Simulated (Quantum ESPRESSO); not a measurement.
**Kohn-Sham bands of KMgH3 (cubic perovskite)**

```xyz
5
Lattice="3.9881 0.0000 0.0000 0.0000 3.9881 0.0000 0.0000 0.0000 3.9881" Properties=species:S:1:pos:R:3 pbc="T T T"
K      0.0000     0.0000     0.0000
Mg     1.9941     1.9941     1.9941
H      1.9941     0.0000     1.9941
H      0.0000     1.9941     1.9941
H      1.9941     1.9941     0.0000
```

Materials Project entry mp-23737; symmetrised, unrelaxed at this level. COD (Crystallography Open Database) records the formula in this space group. Ideal cubic forms of this type are often high-temperature phases that distort on cooling; symmetry holds the cell here, and its stability was not tested. Method: LDA plane waves in Quantum ESPRESSO 7.5 (PseudoDojo norm-conserving files, 68 Ry, no spin polarisation, no spin-orbit coupling), Bloch states on a 8×8×8 mesh through Γ, Wannier90 4.0.1. Density: 8×8×8 mesh, cold smearing 0.01 Ry.

Energies are relative to the valence-band maximum; weights are on the orthonormalised atomic waves of the pseudopotential files, averaged over the group. 22 electrons a cell are treated as valence.

### Question
Into which isolated groups do the bands fall, where do they lie and what are they made of?

### Answer
```tsv
bands	from (eV)	to (eV)	filling	weight on atomic waves
1	-73.70	-73.70	filled	Mg 2s 99 %
2–4	-41.10	-41.10	filled	Mg 2p 100 %
5	-28.75	-28.70	filled	K 3s 98 %
6–8	-12.69	-12.35	filled	K 3p 98 %
9–11	-5.73	0.00	filled	H 1s 80 %, Mg 3s 10 %, K 4s 6 %
```

The Kohn-Sham gap over both meshes and the path is 2.13 eV.
